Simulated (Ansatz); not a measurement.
Trial structure of HfB₁₀, not yet relaxed:

```yaml
crystal:
  lattice:
    - [4.62832, 0.00000, 0.00000]
    - [0.00000, 4.62832, 0.00000]
    - [0.00000, 0.00000, 4.01015]
  atoms:
    - { symbol: Hf, position: [0.00000, 0.00000, 0.00000] }
    - { symbol: B, position: [0.23948, 0.00000, 0.67633] }
    - { symbol: B, position: [0.76052, 0.00000, 0.67633] }
    - { symbol: B, position: [0.00000, 0.23948, 0.67633] }
    - { symbol: B, position: [0.00000, 0.76052, 0.67633] }
    - { symbol: B, position: [0.76052, 0.00000, 0.32367] }
    - { symbol: B, position: [0.23948, 0.00000, 0.32367] }
    - { symbol: B, position: [0.00000, 0.23948, 0.32367] }
    - { symbol: B, position: [0.00000, 0.76052, 0.32367] }
    - { symbol: B, position: [0.50000, 0.50000, 0.32727] }
    - { symbol: B, position: [0.50000, 0.50000, 0.67273] }
```

Method: DFT PBE, scalar-relativistic, plane waves, PAW in Ansatz 0.2.0. Settings: cutoff 420 eV, Γ-centred mesh 4×4×4 on the computed 11-atom cell, Gaussian smearing of 0.10 eV; no spin polarisation.

Formation energies are uncorrected and refer to the elements' standard structures at the same level.

Problem. How far from equilibrium is it?

Solution. The pressure is 161.4 GPa (the mean over three directions, positive in compression), the largest force is 12.58 eV/Å, and the energy is +4.44 eV/atom against the elements. The shortest distance is 1.39 Å.

Problem. How much does it gain on relaxing, and where does it end?

Solution. Relaxing gains about 3.5 eV/atom (the start's value is from the coarse mesh, so the gain is rough) in 23 ionic steps and ends at +0.96 eV/atom on the finer mesh. The symmetry stays P4/mmm (No. 123). The volume per atom grows by 22.4 %, from 7.8 to 9.6 Å³. The shortest distance goes from 1.39 Å (B–B) to 1.65 Å (B–B). The ratio c/a of the conventional cell changes by a factor of 1.68. Conventional cell: a = 4.163 Å, c = 6.066 Å. Around Hf lie 8 B at 2.41 Å; B on a site of symmetry m is surrounded by 1 B at 1.65 Å, 2 B at 1.77 Å, 1 B at 1.95 Å, 2 B at 2.24 Å and 1 Hf at 2.41 Å; B on a site of symmetry 4mm is surrounded by 1 B at 1.73 Å.

The last run used a 10×10×6 mesh (in the run's order of axes) for its 11-atom cell and Gaussian smearing of 0.10 eV. These runs have no spin–orbit coupling, which can matter for Hf. The relaxation can't lower the symmetry of the start. A structure relaxed within its symmetry needn't be a true minimum.
